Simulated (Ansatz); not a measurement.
A plane-wave DFT run in Ansatz 0.2.0 (scalar-relativistic PAW potentials unless the input names others): input and command.

```yaml
crystal:
  lattice:
    - [4.9704539729, 0.0, 0.0]
    - [-2.4852269865, 4.3045394089, 0.0]
    - [0.0, 0.0, 8.3683699696]
  atoms:
    - { symbol: Ta, position: [0.0104872739, 0.3296831852, -0.0145484934] }
    - { symbol: Ta, position: [0.3304750446, 0.0076772173, 0.0106502363] }
    - { symbol: Ta, position: [0.6829674887, 0.6801574321, 0.0038982571] }
    - { symbol: Ta, position: [1.0104872739, 0.683340836, 0.5145484934] }
    - { symbol: Ta, position: [0.6841326954, 0.0076772173, 0.4893497637] }
    - { symbol: Ta, position: [0.3293098379, 0.3264997813, 0.4961017429] }
    - { symbol: Ta, position: [0.6427368595, 0.3158154987, 0.75] }
    - { symbol: Ta, position: [0.3094035261, 0.649148832, 0.25] }
basis:
  ecutwfc: 420
kpoints:
  mp_grid: { grid: [12, 12, 6] }
hamiltonian:
  xc: pbesol
scf:
  max_iter: 60
output:
  forces: true
  eigenvalues: true
  stress: true
```

```bash
ansatz run input.yaml --threads 2 --pin off --max-ram 5120MiB --backend cpu --events-out ev --progress --plain --runs-dir out
```

Problem. What will the program do with this input?

Solution. The program refuses it, because of no occupation method (scf.occupations: {"method": "gaussian", "width": 0.15} → not typed). With the sound run's settings it is accepted.

Abridged log:
```
Error: YAML parse error: `scf.occupations.method` is required: fixed only where the cell keeps a band gap throughout the run, explicit beside scf.occupations.values (under evaluate: without them), else a smearing such as fermi_dirac (scf.occupations.width is optional; its entry in the input reference gives the default)
```